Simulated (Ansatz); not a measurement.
Ta:
```xyz
1
Lattice="-1.6525 1.6525 1.6525 1.6525 -1.6525 1.6525 1.6525 1.6525 -1.6525" Properties=species:S:1:pos:R:3 pbc="T T T"
Ta     0.0000     0.0000     0.0000
```

Relaxed with r²SCAN. Special points in fractions of this cell's reciprocal vectors: Γ (0.000, 0.000, 0.000); H (0.500, -0.500, 0.500); N (0.000, 0.000, 0.500); P (0.250, 0.250, 0.250).

Problem. List the band energies nearest the Fermi level at these points for r²SCAN with spin–orbit coupling (plane waves, PAW; program Ansatz).

Solution. In eV from the Fermi level; about four levels below and three above (degenerate sets whole), none deeper than 8.9 eV; points with the same levels are listed once.

| k | below | above |
|---|---|---|
| Γ | -8.23 -8.23 | 0.74 0.74 0.74 0.74 |
| H | -3.88 -3.88 -3.88 -3.88 | 6.96 6.96 6.96 6.96 |
| N | -4.49 -4.49 -1.52 -1.52 | 1.40 1.40 4.25 4.25 |
| P | -1.11 -1.11 -1.11 -1.11 | 5.52 5.52 5.52 5.52 |

Space group Im-3m (bcc (W type)). The r²SCAN relaxation kept the symmetry of its start. The run is not spin-polarised.

Potentials: the later of the program's two PAW sets.
